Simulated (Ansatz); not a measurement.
A distorted cell of BN (zinc blende):

```yaml
crystal:
  lattice:
    - [0.00000, 3.62472, 3.62472]
    - [1.81236, 0.00000, 1.81236]
    - [1.81236, 1.81236, 0.00000]
  atoms:
    - { symbol: N, position: [0.36385, 0.75743, 0.75743] }
    - { symbol: N, position: [0.88615, 0.74257, 0.74257] }
    - { symbol: B, position: [0.00640, 0.99573, 0.99573] }
    - { symbol: B, position: [0.49360, 0.00427, 0.00427] }
```

Level of theory: PBE (plane waves to 420 eV, PAW, scalar-relativistic; Ansatz, a quantum-chemistry and plane-wave program). k mesh 8×16×16 (Γ-centred), Fermi-Dirac smearing 0.05 eV. Stress and pressure are positive under compression. BN was relaxed with its symmetry unable to fall.

Question: Predict the force on every atom, in eV/Å.

Answer: 
```tsv
atom	Fx	Fy	Fz
N1	-1.420	1.420	1.420
N2	1.143	-1.143	-1.143
B3	0.716	-0.716	-0.716
B4	-0.440	0.440	0.440
```

Question: What is the stress tensor (GPa)?

Answer: 
```
    1.8     -1.5     -1.5
   -1.5      1.8      1.5
   -1.5      1.5      1.8
```
The pressure, a third of the trace, is 1.8 GPa.

(A displaced cell: forces are minus the slopes of the energy, force constants its curvatures, and phonons follow from these.)
